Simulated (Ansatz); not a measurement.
Put SiAg2Br6 in P4/mmm (No. 123): Si on 1a; Ag on 2e; Br on 1b, 1d and 4j. Recipe of this trial structure of SiAg2Br6: ordered vacancies on the cation sites of perovskite (occupants of the shared sites, in ratio, Si: 1, vacant: 1).

The calculation used Ansatz 0.2.0, DFT PBE, scalar-relativistic, plane waves, PAW. Cutoff 420 eV, Γ-centred mesh, Gaussian smearing, no spin polarisation.

The zero of energy is the elements' standard structures at the same level; no fitted shifts are applied. The references include crystalline Br.

**Question.** Give the relaxed lattice parameters and positions.

**Answer.**

Space group P4/mmm (No. 123). a = 6.703 Å, b = 6.703 Å, c = 5.671 Å, α = 90.00°, β = 90.00°, γ = 90.00°
| atom | site | symmetry | x | y | z |
| --- | --- | --- | --- | --- | --- |
| Si | 1a | 4/mmm | 0.0000 | 0.0000 | 0.0000 |
| Ag | 2e | mmm. | 0.5000 | 0.0000 | 0.5000 |
| Br | 1b | 4/mmm | 0.0000 | 0.0000 | 0.5000 |
| Br | 1d | 4/mmm | 0.5000 | 0.5000 | 0.5000 |
| Br | 4j | m.2m | 0.2429 | 0.2429 | 0.0000 |

Around Si lie 4 Br at 2.30 Å and 2 Br at 2.84 Å; Ag has 4 Br at 3.35 Å and 8 Br at 3.70 Å; around Br on a site of symmetry 4/mmm lie 2 Si at 2.84 Å, 4 Ag at 3.35 Å and 8 Br at 3.65 Å; Br on a second site of symmetry 4/mmm has 4 Ag at 3.35 Å and 8 Br at 3.74 Å; 1 more site not described. Another local minimum with the same sites may exist.

**Question.** And its energy and gap?

**Answer.** The formation energy is −0.156 eV/atom and the gap on the 6×6×6 mesh of the 9-atom cell is 0.33 eV. Whether it is stable depends on the other phases of the system, which aren't compared here.

The last run used Gaussian smearing of 0.02 eV. Kohn–Sham gaps at this level usually fall short of measured ones. The reference form of Br is held partly by dispersion forces, which this level lacks. Small gaps are read on the mesh alone, and bands can cross between its points. Symmetry constrained the relaxation, so the result can be a saddle point.
